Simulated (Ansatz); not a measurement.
Property card for LaN

LaN:
```yaml
crystal:
  lattice:
    - [0.00000, 2.80235, 2.80235]
    - [2.80235, 0.00000, 2.80235]
    - [2.80235, 2.80235, 0.00000]
  atoms:
    - { symbol: N, position: [0.25000, 0.25000, 0.25000] }
    - { symbol: La, position: [0.00000, 0.00000, 0.00000] }
```

Space group F-43m (No. 216), zinc blende; conventional cell a = b = c = 5.6047 Å, α = β = γ = 90.00°.

Method: plane-wave PAW r²SCAN (Ansatz code). Geometry: relaxed at this level of theory. Other levels are named where they apply.

**Cell and energy**

```yaml
volume_per_atom: 22.01 Å³
density: 5.77 g/cm³
Formation energy from the elements (no fitted shifts): -1.43 eV/atom
```

**Electronic structure**

```yaml
band_gap: 1.51 eV (indirect)
valence_band_maximum: at X
conduction_band_minimum: at Γ
smallest_direct_gap_on_the_standard_path: 2.51 eV
electron_effective_mass: 0.40 mₑ (isotropic)
Electron effective mass with spin–orbit coupling: 0.40 mₑ (isotropic)
Hole effective mass with spin–orbit coupling: 0.70, 1.1, 1.1 mₑ (principal values)
HSE06 gap on the r²SCAN cell: 2.17 eV
Gap with spin–orbit coupling: 1.43 eV
```

**Mechanics**

```yaml
Bulk modulus (Birch–Murnaghan fit): 89.8 GPa
Pressure derivative B′: 3.6
Elastic constants (relaxed ions, GPa): C11 = 101, C12 = 84.1, C44 = 30.9
mechanical_stability: stable (all eigenvalues of C positive)
hill_bulk_and_shear_moduli: 89.9 and 18.6 GPa
Young's modulus: 52.2 GPa
Poisson's ratio: 0.40
debye_temperature_from_the_elastic_constants: 216 K
Piezoelectric stress constants (proper, relaxed ions, C/m²): e14 = e25 = e36 = -0.34
```

**Charges**

```yaml
bader_charges: N -1.77, La +1.77 e
```

The start of the workflow was typed in or built on a structure type; neither database checked (COD, Materials Project) lists it. COD files the formula under space group No. 225. Its standing as an ambient phase is unchecked. The cell was relaxed with r²SCAN under the symmetry of its start; whether a distortion lowers the energy is not shown. Signs of piezoelectric constants follow the polarity of the cell as given. The references are the lowest solids computed at this level, not always the standard phases (solids in place of the gases). Spin–orbit coupling is left out wherever it is not named.

Potentials: the later of the program's two PAW sets.
